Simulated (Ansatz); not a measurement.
This cell of Na (bcc, W type) is off equilibrium:

```
CELL_PARAMETERS angstrom
     -4.19651     4.19651     4.19651
      0.00000     0.00000     4.19651
      0.00000     4.19651     0.00000
ATOMIC_POSITIONS crystal
  Na 0.00000 0.03336 0.00000
  Na 0.50000 0.96664 0.00000
```

All values below come from PBE (plane waves to 420 eV, PAW, scalar-relativistic; Ansatz, an electronic-structure program). k mesh 16×16×16 (Γ-centred), Fermi-Dirac smearing 0.05 eV. Compression counts positive. With partly filled bands, energies and forces of such displacements shift with the k mesh and the smearing. Na was relaxed with its symmetry unable to fall.

Q: Predict the force on every atom, in eV/Å.

A: 
```
atom     Fx     Fy      Fz
----  -----  -----  ------
Na1   0.000  0.000  -0.177
Na2   0.000  0.000   0.177
```

(For displaced atoms, the force is minus the slope of the energy, and its curvature is a force constant, which sets phonon frequencies.)
